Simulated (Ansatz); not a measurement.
Tetragonal deformation path in SnO$_{2}$

All numbers below come from Ansatz 0.2.0, DFT PBE, scalar-relativistic, plane waves, PAW. Cutoff 420 eV, Γ-centred 6×6×10 k-points, Gaussian smearing of 0.05 eV. No spin polarisation. Energies are free energies at this smearing, counted from the undisturbed cell; pressure is positive in compression.

Reference structure (relaxed at this level):

```
Sn O
1.0
     4.82770    0.00000    0.00000
     0.00000    4.82770    0.00000
     0.00000    0.00000    3.23799
Sn O
2 4
Cartesian
  0.0000 0.0000 0.0000
  2.4139 2.4139 1.6190
  1.4802 1.4802 0.0000
  0.9337 3.8941 1.6190
  3.3475 3.3475 0.0000
  3.8941 0.9337 1.6190
```

At fixed volume and fractional coordinates, lengths along (0.000, 0.000, 1.000) are scaled against those across it; ρ is that ratio over its starting value.

| ρ | ΔE (meV/atom) | pressure (GPa) | gap on the mesh (eV) |
| --- | --- | --- | --- |
| 0.800 | 312.2 | 15.2 | 1.46 |
| 0.850 | 158.3 | 9.8 | 1.31 |
| 0.920 | 39.1 | 4.1 | 1.02 |
| 0.960 | 9.1 | 1.8 | 0.84 |
| 1.000 | 0.0 | 0.0 | 0.68 |
| 1.050 | 11.8 | -1.4 | 0.52 |
| 1.100 | 43.2 | -2.1 | 0.43 |
| 1.200 | 145.5 | -1.6 | 0.48 |
| 1.300 | 280.7 | 1.1 | 0.75 |

Cost: 9 runs of about 1.3 core-minutes in all, on Arm Neoverse V1 (shared hosts).